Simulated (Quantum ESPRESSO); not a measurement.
Kohn-Sham bands of Ag (bcc (W type), model phase)

```xyz
1
Lattice="-1.6557 1.6557 1.6557 1.6557 -1.6557 1.6557 1.6557 1.6557 -1.6557" Properties=species:S:1:pos:R:3 pbc="T T T"
Ag     0.0000     0.0000     0.0000
```

Materials Project entry mp-2646971; symmetrised, unrelaxed at this level. This isn't the element's usual structure (fcc); take it as a model of another phase. Computed values, not measurements, from PBEsol: Quantum ESPRESSO (norm-conserving PseudoDojo potentials, cutoff 66 Ry, no spin polarisation, no spin-orbit coupling) on a Γ-centred 10×10×10 mesh, then Wannier90. Density: 18×18×18 mesh, cold smearing 0.01 Ry.

Task: List the Kohn-Sham levels between −8 and 3.0 eV relative to the Fermi level at the high-symmetry points, as a band run of pw.x on that density gives them (levels within 2 meV counted together).

Result: 
```tsv
point	k (reciprocal lattice)	levels (eV)
Γ	0.000 0.000 0.000	-7.39, -4.64 (×3), -3.42 (×2)
H	0.500 -0.500 0.500	-5.95 (×2), -2.74 (×3)
N	0.000 0.000 0.500	-6.01, -5.36, -3.48, -3.32, -2.51, 0.00
P	0.250 0.250 0.250	-4.92 (×3), -3.29 (×2)
```
